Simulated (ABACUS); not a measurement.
ABACUS run on Mo (Im-3m, 1 atom in the cell; from Materials Project mp-129): self-consistent single point.

Computed with LDA (PW92), numerical atomic orbitals DZP (confined pseudo-atomic orbitals with Gaussian additions; energy shift 0.01 Ry), PseudoDojo 0.4 standard norm-conserving LDA (tails mended) pseudopotentials (ABACUS).

```
CELL_PARAMETERS angstrom
     -1.58381     1.58381     1.58381
      1.58381    -1.58381     1.58381
      1.58381     1.58381    -1.58381
ATOMIC_POSITIONS crystal
  Mo 0.00000 0.00000 0.00000
```

Reference input (self-consistent single point, DFT, LDA (PW92), numerical atomic orbitals DZP (confined pseudo-atomic orbitals with Gaussian additions; energy shift 0.01 Ry), PseudoDojo 0.4 standard norm-conserving LDA (tails mended) pseudopotentials): basis = DZP numerical atomic orbitals, energy shift 0.01 Ry; KPT = Gamma 10 10 10 0 0 0; basis_type = lcao; dft_functional = PWLDA; ecutwfc = 100 Ry; smearing_method = fd; smearing_sigma = 0.00734986 Ry; potentials = PseudoDojo 0.4 standard norm-conserving LDA (tails mended); symmetry = 1; symmetry_prec = 1e-05; ks_solver = genelpa; scf_nmax = 100. This run's input differs from it in these lines:

```diff
@@ -12,2 +12,3 @@
 smearing_sigma       0.00734986
+nbands               8
 ks_solver            genelpa
```

Output (repeated stretches shortened):

```
 SELF-CONSISTENT
 -------------------------------------------

                  longest orb rcut (Bohr) = 8
   longest nonlocal projector rcut (Bohr) = 1.5
                     search radius (Bohr) = 19

                          real space grid = [ 36, 36, 36 ]
                                 init_chg = atomic

 LCAO ALGORITHM --------------- ION=   1  ELEC=   1--------------------------------

 Density error is 0.0928086417987
 E_KohnSham     -140.7278464915      -1914.7005795538
 E_Fermi        1.5917777079         21.6572467769

 LCAO ALGORITHM --------------- ION=   1  ELEC=   2--------------------------------

   [... lines left out ...]

   [... 4 blocks of this kind left out ...]

 LCAO ALGORITHM --------------- ION=   1  ELEC=   7--------------------------------

 Density error is 3.67692833463e-06
 E_KohnSham     -140.7284686118      -1914.7090439348
 E_Fermi        1.5291153734         20.8046819770

 LCAO ALGORITHM --------------- ION=   1  ELEC=   8--------------------------------

 Density error is 7.42619174758e-08
 E_KohnSham     -140.7284686118      -1914.7090439345
 E_KS(sigma->0) -140.7274494149      -1914.6951770489
 E_entropy(-TS) -0.0020383939        -0.0277337711
 E_Fermi        1.5291125508         20.8046435749
 charge density convergence is achieved
 final etot is -1914.7090439 eV
 EFERMI = 20.804643575 eV

 STATE ENERGY(eV) AND OCCUPATIONS    NSPIN == 1
   [... 5 lines left out ...]

 TOTAL-FORCE (eV/Angstrom)
                       Mo1         0.0000000000         0.0000000000         0.0000000000

 TOTAL-STRESS (KBAR)
      -129.0000041582        -0.0000000000         0.0000000000
        -0.0000000000      -129.0000041582         0.0000000000
        -0.0000000000        -0.0000000000      -129.0000041582
 TOTAL-PRESSURE: -129.000004 KBAR

 --------------------------------------------
 !FINAL_ETOT_IS -1914.7090439345145114 eV
 --------------------------------------------
```

The run converged in 8 iterations. Against the reference run the free energy rises by 4.4 meV/atom and the pressure goes from -13.01 to -12.90 GPa.

The atom-centred basis is finite, which shifts total energies and pressures against plane waves. This run is one point of a test of settings, so its values need not be converged; read them against the reference run alone. The structure comes from a collection of computed structures, made at another level of theory; the collection holds predicted forms beside known ones. No clean gap shows at this smearing width and mesh (spacing up to 0.28 Å⁻¹); the mesh is coarse for partly filled bands, so the values carry mesh errors.

Cost on one core: about 11 core-seconds (a rough figure).

The atomic orbitals were generated for these runs; they are not ABACUS's published sets and were checked against plane waves on a few crystals only.

“Tails mended”: in these copies of the files the far tail of each local potential was reset to the Coulomb form.
